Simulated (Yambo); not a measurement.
G0W0@PBEsol for SiO$_{2}$ (space group Imma, No. 74) in Yambo. Reference settings: 2×2×2 Γ-centred k mesh, 314 bands and a 7 Ry block in the screening, 314 bands in G with the Bruneval-Gonze terminator, plasmon pole fitted at 27.2 eV. The PBEsol gap Γ → Γ on this mesh is 5.60 eV; G0W0 gaps are taken between the same points.

The settings were changed. The gap went from 8.58 eV to 8.45 eV, and the shift of the valence edge from -1.98 eV to -1.76 eV.

Task: Name the change that produced these shifts.
(A) 3 Ry block
(B) 201 bands in G, no terminator
(C) 1 Ry block
(D) no terminator

Result: D, no terminator. The others gave (gap, valence shift): 3 Ry block: 8.56, -2.03 eV; 1 Ry block: 9.67, -2.97 eV; 201 bands in G, no terminator: 8.34, -1.61 eV.

Geometry of the Materials Project entry, not relaxed at this level; primitive cell a = 7.030 Å, b = 7.030 Å, c = 7.030 Å, α = 136.18°, β = 94.40°, γ = 101.64°.

This is not the ordinary phase of the substance; no match was found in the copy of COD used, and its stability was not checked.

A shift is the quasiparticle energy of the state minus its PBEsol energy.
